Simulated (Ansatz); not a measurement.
# Nb3Si2O: rattling a relaxed structure

It was reached by relaxing an invented guess, and it needn't be the stable form of this composition.

Computed with DFT PBE, scalar-relativistic, plane waves, PAW in Ansatz. Plane waves to 420 eV, a k mesh through Γ of 6×6×8 on the computed 12-atom cell and Gaussian smearing (0.10 eV); no spin polarisation.

The cell below (12 atoms, space group P4/mbm (No. 127)) is relaxed within its symmetry.

```
CELL_PARAMETERS angstrom
6.45169 0.00000 0.00000
0.00000 6.45169 0.00000
0.00000 0.00000 4.14750
ATOMIC_POSITIONS crystal
Nb 0.50000 0.50000 0.00000
Nb 0.81834 0.31834 0.50000
Nb 0.00000 0.00000 0.00000
Nb 0.18166 0.68166 0.50000
Nb 0.31834 0.18166 0.50000
Nb 0.68166 0.81834 0.50000
Si 0.12782 0.37218 0.00000
Si 0.87218 0.62782 0.00000
Si 0.37218 0.87218 0.00000
Si 0.62782 0.12782 0.00000
O 0.50000 0.50000 0.50000
O 0.00000 0.00000 0.50000
```

For the test it was strained at random (σ = 1.5 % a component), the atoms were moved at random (σ = 0.15 Å), and all was relaxed again on a coarse 6×4×4 mesh (in the run’s order of axes) with 0.20 eV smearing, with no symmetry imposed.

The cell is a metal run without spin; a magnetic state may lie lower.

Q: Is the structure stable against such a distortion?

A: It doesn't return. The energy falls by 179 meV/atom on that mesh, the volume changes by 2.9 %, and the end has space group Pmc2_1 (No. 26) at a loose tolerance. Relaxed again on a 10×6×4 mesh with 0.10 eV smearing, the new structure lies 178 meV/atom below the first (mesh in the axes of the run's cell; the cell below is made exact in the group named). Space group Pmc2_1 (No. 26), orthorhombic, a = 3.431 Å, b = 6.873 Å, c = 7.532 Å. Nb on its first site has 2 O at 2.05 Å and 3 Si at 2.65–2.66 Å; Nb on its second site is surrounded by 1 O at 2.09 Å and 6 Si at 2.67–2.73 Å; Si on its first site is surrounded by 1 Si at 2.57 Å, 7 Nb at 2.64–2.73 Å and 2 O at 2.91 Å; around O lie 4 Nb at 2.05–2.09 Å and 2 Si at 2.91 Å; 2 more sites not described.

```
CELL_PARAMETERS angstrom
3.43097 0.00000 0.00000
0.00000 6.87278 0.00000
0.00000 0.00000 7.53161
ATOMIC_POSITIONS crystal
Nb 0.50000 0.22470 0.44950
Nb 0.00000 0.42295 0.15225
Nb 0.50000 0.77530 0.94950
Nb 0.00000 0.11436 0.81794
Nb 0.00000 0.57705 0.65225
Nb 0.00000 0.88564 0.31794
Si 0.50000 0.39733 0.88213
Si 0.50000 0.11914 0.11052
Si 0.50000 0.88086 0.61052
Si 0.50000 0.60267 0.38213
O 0.00000 0.28142 0.58888
O 0.00000 0.71858 0.08888
```
